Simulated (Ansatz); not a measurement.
Cu2O (cuprite type, space group Pn-3m): values from a third-order Birch-Murnaghan fit to a volume scan beside measured ones. Computed values: PBE (plane waves to 420 eV, PAW, scalar-relativistic; Ansatz, a program for electronic structure). Cu2O is run without spin polarisation. Cu2O was relaxed with its symmetry unable to fall. The PAW data are Ansatz's earlier set.

```tsv
quantity	reference	kind
Lattice constant a (Å)	4.2763	measured at or taken to low temperature
Bulk modulus B₀ (GPa)	105.7	measured at or taken to low temperature; pulse echo
```

References as given in: Leila H. N. Rimmer, Martin T. Dove, Björn Winkler et al., Physical Review B (2014), arXiv:1402.1026.

Problem. What does PBE give, and how far is that from the reference?

Solution. 
| quantity | PBE | difference |
|---|---|---|
| Lattice constant a (Å) | 4.299 | +0.5 % |
| Bulk modulus B₀ (GPa) | 111 | +5.4 % |

PBE overestimates the lattice constant a by 0.5 %. PBE overestimates the bulk modulus B₀ by 5.4 %.

(A scan under strain: stresses follow from slopes of the energy per volume, elastic moduli from its curvatures.)
